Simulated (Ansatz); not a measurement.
**HfC under strong compression**

```
Hf C
1.0
     0.00000    2.31714    2.31714
     2.31714    0.00000    2.31714
     2.31714    2.31714    0.00000
Hf C
1 1
Direct
  0.00000 0.00000 0.00000
  0.50000 0.50000 0.50000
```

The base volume is that of a database entry, with shape and atoms relaxed on PAW files at held volume, so it needn't be at zero pressure; the structure needn't be the stable phase, at rest or compressed.

Its volume is scaled, and at each volume shape and atoms are relaxed on PAW files; all methods then take that cell.

Level of theory: DFT with PBE, scalar-relativistic, in Ansatz 0.2.0; a Γ-centred 13×13×13 k mesh, Fermi–Dirac smearing of 0.05 eV, no spin polarisation. LAPW: all electrons, basis error target 1 meV/atom; PAW: frozen-core files, cutoff 420 eV; crystal datasets: all electrons, by PAW datasets that the program makes for each cell.

Energies are extrapolated to zero smearing and count from the unscaled cell; pressure is positive in compression; gaps take the mesh and a band path. No temperature or zero-point motion is included.

Spin–orbit coupling is left out, which matters for the heavy atoms.

| V/V0 | V (Å³/atom) | P LAPW (GPa) | ΔE LAPW (eV/atom) | P PAW − LAPW (GPa) | ΔE PAW − LAPW (meV/atom) | space group | shortest distance (Å) |
| --- | --- | --- | --- | --- | --- | --- | --- |
| 1.00 | 12.44 | ? | 0.000 | -0.05 | 0.0 | Fm-3m | 2.317 |
| 0.85 | 10.57 | ? | 0.309 | -0.07 | -0.7 | Fm-3m | 2.195 |
| 0.65 | 8.09 | 243.2 | 2.380 | -0.38 | -3.6 | Fm-3m | 2.007 |
| 0.60 | 7.46 | 334.3 | 3.492 | -0.43 | -5.2 | Fm-3m | 1.954 |

What belongs in the row "0.85", column "P LAPW (GPa)"?

57.1.

Give the missing entry: row "1.00", column "P LAPW (GPa)".

2.68.

From the table, what is the rise of the enthalpy H = E + pV up to the last row, and how stiff is the crystal between the last two rows?

ΔH = 3.492 eV + (334.3 GPa × 7.46 Å³ − 2.68 GPa × 12.44 Å³) × 0.006242 eV/(GPa·Å³) = 18.86 eV/atom, of which pV makes 81 %. The mean bulk modulus there is −ΔP/Δln V = 1140 GPa.

At the smallest volume, how far do crystal datasets lie from LAPW in pressure?

crystal datasets: 0.00 GPa, on a LAPW pressure of 334.3 GPa.

How do the Löwdin populations by LAPW change from the unscaled cell to the last row?

Hf 5s 1.95 → 1.88, Hf 6s 0.46 → 0.40, Hf 5p 5.99 → 5.94, Hf 5d 2.87 → 3.56, Hf 4f 13.99 → 13.95, C 2s 1.28 → 1.08, C 2p 3.43 → 3.19 electrons an atom. These are projections on the shells that the free atoms fill; 0.03 e a cell lies outside them at the start and 0.02 e at the end.
